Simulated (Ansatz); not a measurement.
**Mo2C: from a starting cell to a relaxed one**

The start is a generated cell, Mo2C built in the AFLOW prototype AB2_hP6_194_b_f (as in CaIn2). Cell shape, volume and atoms are optimised at zero target pressure with PBEsol (plane waves to 420 eV, PAW, scalar-relativistic; Ansatz, a program for electronic structure). The first steps use a coarse 7×7×4 k-mesh.

Starting cell:
```yaml
crystal:
  lattice:
    - [3.79257, 0.00000, 0.00000]
    - [-1.89629, 3.28447, 0.00000]
    - [0.00000, 0.00000, 6.00459]
  atoms:
    - { symbol: C, position: [0.00000, 0.00000, 0.25000] }
    - { symbol: C, position: [0.00000, 0.00000, 0.75000] }
    - { symbol: Mo, position: [0.33333, 0.66667, 0.04500] }
    - { symbol: Mo, position: [0.66667, 0.33333, 0.54500] }
    - { symbol: Mo, position: [0.66667, 0.33333, 0.95500] }
    - { symbol: Mo, position: [0.33333, 0.66667, 0.45500] }
```

**Question.** By how much does the energy per atom fall from start to end?

**Answer.** 0.22 eV/atom.

**Question.** How do the shortest distances between atoms change?

**Answer.** The closest pairs of elements (up to four, under 3.6 Å), start → end: Mo–Mo 2.26 → 2.39 Å; C–Mo 2.51 → 2.71 Å; C–C 3.00 → 2.68 Å.

**Question.** Is the relaxed structure metallic? Give its gap.

**Answer.** No gap (metallic).

**Question.** What does it relax into? Give the structure.

**Answer.** 
```cif
data_C2Mo4
_chemical_formula_sum 'C2 Mo4'
_space_group_name_H-M_alt 'P63/mmc'
_space_group_IT_number 194
_space_group_name_Hall '-P 6c 2c'
_cell_length_a 4.13634
_cell_length_b 4.13634
_cell_length_c 5.35758
_cell_angle_alpha 90.000
_cell_angle_beta 90.000
_cell_angle_gamma 120.000
loop_
_atom_site_label
_atom_site_type_symbol
_atom_site_symmetry_multiplicity
_atom_site_Wyckoff_symbol
_atom_site_fract_x
_atom_site_fract_y
_atom_site_fract_z
_atom_site_occupancy
C1 C 2 b 0.00000 0.00000 0.25000 1
Mo1 Mo 4 f 0.66667 0.33333 0.01209 1
```

The space group stays P6₃/mmc (No. 194) (the run could not lower it), with 6 atoms in the primitive cell. Final values are on a 13×13×9 k-mesh of the relaxed cell. The start holds a very short contact (Mo–Mo 2.26 Å). No spin polarisation in the result.

The run could not lose the symmetry of its start: the end is stationary, and may be a saddle point rather than a minimum.

The relaxed structure here is a generated cell of Mo2C: the first start was made by placing the elements on the sites of a structure type, and the end was not matched to a known phase here, so it may be hypothetical.
